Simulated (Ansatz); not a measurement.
SrNbO₃:
```cif
data_Nb4O12Sr4
_chemical_formula_sum 'Sr4 Nb4 O12'
_space_group_name_H-M_alt 'Pnma'
_space_group_IT_number 62
_space_group_name_Hall '-P 2ac 2n'
_cell_length_a 5.65589
_cell_length_b 8.04815
_cell_length_c 5.65698
_cell_angle_alpha 90.000
_cell_angle_beta 90.000
_cell_angle_gamma 90.000
loop_
_atom_site_label
_atom_site_type_symbol
_atom_site_symmetry_multiplicity
_atom_site_Wyckoff_symbol
_atom_site_fract_x
_atom_site_fract_y
_atom_site_fract_z
_atom_site_occupancy
Sr1 Sr 4 c 0.01470 0.25000 0.99978 1
Nb1 Nb 4 b 0.00000 0.00000 0.50000 1
O1 O 8 d 0.22147 0.51668 0.22138 1
O2 O 4 c 0.49571 0.25000 0.03316 1
```

Relaxed at zero pressure with PBEsol in the plane-wave PAW code Ansatz.

Task: The volume is raised by 6 % and shape and atoms relax at that volume. What pressure results, and how do the axes share the change?

Result: -9.1 GPa; a 2.1 %, b 1.7 %, c 2.1 %; the energy rises by 23 meV/atom.

Task: Give the new structure.

Result: 
Space group Pnma (No. 62); a = 5.776 Å, b = 8.185 Å, c = 5.774 Å, α = 90.00°, β = 90.00°, γ = 90.00°

| atom | site | symmetry | x | y | z |
|---|---|---|---|---|---|
| Sr | 4c | .m. | 0.0093 | 0.2500 | 0.9998 |
| Nb | 4b | -1 | 0.0000 | 0.0000 | 0.5000 |
| O | 8d | 1 | 0.2326 | 0.5113 | 0.2325 |
| O | 4c | .m. | 0.4972 | 0.2500 | 0.0224 |

The phase is kept; no other phase was compared at this pressure.

The first step of the workflow began from a Materials Project structure, measured or hypothetical; the Crystallography Open Database files this formula in space group No. 62, but the cells were not matched. Whether it is the stable phase at ambient conditions was not checked. The cell was relaxed with PBEsol under the symmetry of its start; its stability against distortions is not shown here. No spin polarisation was allowed.

Potentials: the later of the program's two PAW sets.
